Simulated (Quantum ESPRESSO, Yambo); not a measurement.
MgTe (zinc blende, space group F-43m, No. 216) under isotropic strain (on all lattice vectors), counted from the cell relaxed with PBEsol, atoms relaxed at each step. PBEsol (pw.x of Quantum ESPRESSO, ONCV potentials, without SOC); G0W0 in Yambo (4×4×4 Γ-centred k mesh, bands 5 to 124 and a 8 Ry block in the screening, 124 bands in G with the Bruneval-Gonze terminator, plasmon pole fitted at 27.2 eV).

| strain s (%) | PBEsol direct gap at Γ (eV) | G0W0 direct gap at Γ (eV) |
|---|---|---|
| -3 | 2.750 | 4.428 |
| -1.5 | 2.539 | 4.210 |
| -0.7 | 2.432 | 4.078 |
| 0 | 2.340 | 3.975 |
| +1 | 2.213 | 3.840 |
| +2 | ? | ? |

Q: Fit a parabola in s to each column by least squares and predict the withheld row.

A: PBEsol: E = 2.340 − 0.1293 s + 0.0025 s² (largest residual 0 meV), giving 2.091 eV at s = +2; the run gave 2.090 eV, a miss of 1 meV. G0W0: E = 3.980 − 0.1449 s + 0.0017 s² (largest residual 9 meV), giving 3.697 eV at s = +2; the run gave 3.691 eV, a miss of 6 meV. The withheld row lies outside the fitted range, so this is an extrapolation. The GW settings are held fixed; their convergence isn't established. Without spin-orbit coupling, band edges of such heavy elements can be off by tenths of an eV.

The standard potential for Te keeps a d shell in the valence without the s and p states of that shell. In tests on such compounds this moved G0W0 gaps by up to about 0.9 eV, so absolute quasiparticle energies here are unreliable; differences between settings are what counts.

This is not the ordinary phase of the substance; no match was found in the copy of COD used, and its stability was not checked.
